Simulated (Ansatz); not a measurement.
LaSi₂:
```yaml
crystal:
  lattice:
    - [-2.18630, 2.18630, 6.85731]
    - [2.18630, -2.18630, 6.85731]
    - [2.18630, 2.18630, -6.85731]
  atoms:
    - { symbol: Si, position: [0.41490, 0.41490, 0.00000] }
    - { symbol: Si, position: [0.16490, 0.66490, 0.50000] }
    - { symbol: Si, position: [0.33510, 0.83510, 0.50000] }
    - { symbol: Si, position: [0.58510, 0.58510, 0.00000] }
    - { symbol: La, position: [0.00000, 0.00000, 0.00000] }
    - { symbol: La, position: [0.75000, 0.25000, 0.50000] }
```

Relaxed with r²SCAN.

**Question.** Map the electron localisation function on the plane through (0.415, 0.415, 0.000) spanned by u = [1, 1, 0] and v = [1, 0, 1] in lattice vectors, from r²SCAN (plane waves, PAW; program Ansatz).

**Answer.** x is the fraction of u, y of v (the angle between them is 90°; rows are the nearest grid lines); atoms in the plane: Si at (0.00, 0.00), Si at (0.25, 0.50), Si at (0.42, 0.50), Si at (0.17, 0.00), La at (0.59, 0.00), La at (0.84, 0.50).
```
|7279963736752112221196007951122111368637|
|4279962437752112331197018941122111258634|
|3489962258752123553198459930121100157743|
|6789864478752235775289899820111000137876|
|9998766788753357897369999610000121126999|
|9987656898754468999637997300001465214899|
|9986446899765678999713563100004898622699|
|9864335798756789999811121000017999951489|
|7753235787447898668820000111038988982267|
|5532135874227997335841001121059845993135|
|3321136863427996243752111221169700894123|
|2211136863727996373652112221169600795112|
|3321136863427996243752111221169700894123|
|5532135874227997335841001121059845993135|
|7753235787447898668820000111038988982267|
|9864335798756789999811121000017999951489|
|9986446899765678999713563100004898622699|
|9987656898754468999637997300001465214899|
|9998766788753357897369999610000121126999|
|6789864478752235775289899820111000137876|
|3489962258752123553198459930121100157743|
|4279962437752112331197018941122111258634|
|7279963736752112221196007951122111368637|
```
Scale: ten equal steps from 0.005 (start of '0') to 0.859 (end of '9'), in the order '0123456789'; x runs from 0.000 to 1.00, y from 0.000 (bottom) to 1.00 (top).

The density is the valence pseudo-density with augmentation charge, so density and ELF within about 1 Å of a nucleus are not all-electron values.

Space group I4_1/amd. The workflow started from an entry of the Crystallography Open Database (COD). Whether it is the stable phase at ambient conditions was not checked. The cell was relaxed with r²SCAN under the symmetry of its start; its stability against distortions is not shown here. Scalar-relativistic: spin–orbit coupling is off unless named, which matters more the heavier the elements.

Potentials: the later of the program's two PAW sets.
